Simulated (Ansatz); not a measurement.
## Cd2TeS: computed property card

Cd2TeS:
```cif
data_Cd2STe
_chemical_formula_sum 'Cd2 Te1 S1'
_space_group_name_H-M_alt 'P3m1'
_space_group_IT_number 156
_space_group_name_Hall 'P 3 -2"'
_cell_length_a 4.34641
_cell_length_b 4.34641
_cell_length_c 7.14135
_cell_angle_alpha 90.000
_cell_angle_beta 90.000
_cell_angle_gamma 120.000
loop_
_atom_site_label
_atom_site_type_symbol
_atom_site_symmetry_multiplicity
_atom_site_Wyckoff_symbol
_atom_site_fract_x
_atom_site_fract_y
_atom_site_fract_z
_atom_site_occupancy
Cd1 Cd 1 c 0.66667 0.33333 0.47219 1
Cd2 Cd 1 a 0.00000 0.00000 0.02489 1
Te1 Te 1 a 0.00000 0.00000 0.63101 1
S1 S 1 c 0.66667 0.33333 0.11990 1
```

Space group P3m1 (No. 156); conventional cell a = b = 4.3464 Å, c = 7.1414 Å, α = β = 90.00°, γ = 120.00°.

Method: PBEsol in the plane-wave PAW code Ansatz. Structure relaxed to zero pressure with the same functional. Other levels are named where they apply.

### Cell and energy

```
Quantity                                                      Result
-----------------------------------------------------  -------------
Volume per atom                                             29.21 Å³
Density                                                   5.46 g/cm³
Formation energy from the elements (no fitted shifts)  -0.46 eV/atom
```

### Electronic structure

```
Property                                                                                                   Result
------------------------------------  ---------------------------------------------------------------------------
Electronic character                  no gap, with almost no states at the Fermi level (zero-gap or semimetallic)
Density of states at the Fermi level                                 0.01 states/eV per atom (mean over ±0.08 eV)
HSE06 gap on the PBEsol cell              0.92 eV (a hybrid on a coarse mesh can open a false gap in a semimetal)
Gap with spin–orbit coupling                                                                      none (metallic)
```

### Mechanics

```
Property                              Result
----------------------------------  --------
Bulk modulus (Birch–Murnaghan fit)  480 kbar
Pressure derivative B′                   4.6
```

### Phonons

```
Property                                        Value
-----------------------------  ----------------------
Highest zone-centre frequency                31.9 meV
Zone-centre stability          no imaginary mode at Γ
```

The first step of the workflow began from a Materials Project structure, measured or hypothetical; the Crystallography Open Database copy checked does not list it. Whether it is the stable phase at ambient conditions was not checked. The cell was relaxed with PBEsol under the symmetry of its start. As this level gives no gap, phonon frequencies hold no LO–TO term and depend on the k-mesh and smearing (Fermi–Dirac, 0.1 eV here). The references are the lowest solids computed at this level, not always the standard phases. Scalar-relativistic: spin–orbit coupling is off unless named, which matters more the heavier the elements.

Potentials: the later of the program's two PAW sets.
